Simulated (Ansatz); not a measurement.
Level of theory: Ansatz, DFT PBE, scalar-relativistic, plane waves, PAW. Settings: cutoff 420 eV, Γ-centred meshes spaced at most about 0.3 Å⁻¹ (2π included), Gaussian smearing. No spin polarisation in the final relaxations.

All energies are static (0 K, no zero-point motion). All come from trial cells, and lower structures may exist.

Question: Which of these relaxed structures of ZnIn2Cl4 is the lowest in energy?
A.

```
CELL_PARAMETERS angstrom
-2.53437 2.53437 7.76932
2.53437 -2.53437 7.76932
2.53437 2.53437 -7.76932
ATOMIC_POSITIONS crystal
Zn 0.00000 0.00000 0.00000
In 0.36188 0.36188 0.00000
In 0.63812 0.63812 0.00000
Cl 0.84643 0.84643 0.00000
Cl 0.00000 0.50000 0.50000
Cl 0.50000 0.00000 0.50000
Cl 0.15357 0.15357 0.00000
```

B.

```
CELL_PARAMETERS angstrom
-3.72328 3.72328 4.09820
3.72328 -3.72328 4.09820
3.72328 3.72328 -4.09820
ATOMIC_POSITIONS crystal
Zn 0.00000 0.00000 0.00000
In 0.75000 0.25000 0.50000
In 0.25000 0.75000 0.50000
Cl 0.22402 0.22402 0.44804
Cl 0.22402 0.77598 0.00000
Cl 0.77598 0.77598 0.55196
Cl 0.77598 0.22402 0.00000
```

Answer: A. It has the K2NiF4 type, space group I4/mmm (No. 139); the next, B, with space group I4/mmm (No. 139), lies 24 meV/atom higher. Counting Cl atoms around In and Zn (those within 1.25 times the shortest such distance or 1.15 times the sum of covalent radii; the shortest distance is added where it is long for a bond), the lowest has Zn 6, In 9 from 3.2 Å and the next has Zn 4, In 8 from 3.3 Å.

Cells relaxed within their symmetry can be saddle points. Some candidate types were left out of the draw beforehand, so a known form may be missing.
